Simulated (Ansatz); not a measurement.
Space group Cmcm (No. 63). a = 2.895 Å, b = 9.341 Å, c = 7.285 Å, α = 90.00°, β = 90.00°, γ = 90.00°
| atom | site | symmetry | x | y | z |
| --- | --- | --- | --- | --- | --- |
| Re | 4c | m2m | 0.0000 | 0.4242 | 0.7500 |
| Re | 8f | m.. | 0.0000 | 0.1333 | 0.5650 |
| B | 4c | m2m | 0.5000 | 0.2455 | 0.7500 |

Equation of state of this Re3B structure (not necessarily the ground state), with shape and atoms relaxed at each volume where symmetry leaves them free. It has no gap at any of these volumes. All numbers below come from DFT r2SCAN, scalar-relativistic, plane waves, PAW (Ansatz).

Cutoff 500 eV; k points 12×12×6 on the computed 8-atom cell (Γ-centred); Gaussian smearing, width 0.10 eV; no spin polarisation.

```json
{"V (Å³/atom)": "11.575", "E − E(largest V) (meV/atom)": "12.14", "P (GPa)": "27.75"}
{"V (Å³/atom)": "11.945", "E − E(largest V) (meV/atom)": "-34.08", "P (GPa)": "12.75"}
{"V (Å³/atom)": "12.314", "E − E(largest V) (meV/atom)": "-48.41", "P (GPa)": "0.02"}
{"V (Å³/atom)": "12.684", "E − E(largest V) (meV/atom)": "-35.67", "P (GPa)": "-10.77"}
{"V (Å³/atom)": "13.053", "E − E(largest V) (meV/atom)": "0.00", "P (GPa)": "-19.91"}
```

Fit a third-order Birch–Murnaghan equation to E(V).

V0 = 12.31 Å³/atom, B0 = 390 GPa, B0' = 4.5.

Spin-orbit coupling is left out, which matters for the bands of heavy elements.

Cost: 5 runs of about 41 core-minutes in all, on Arm Neoverse V2 (shared hosts).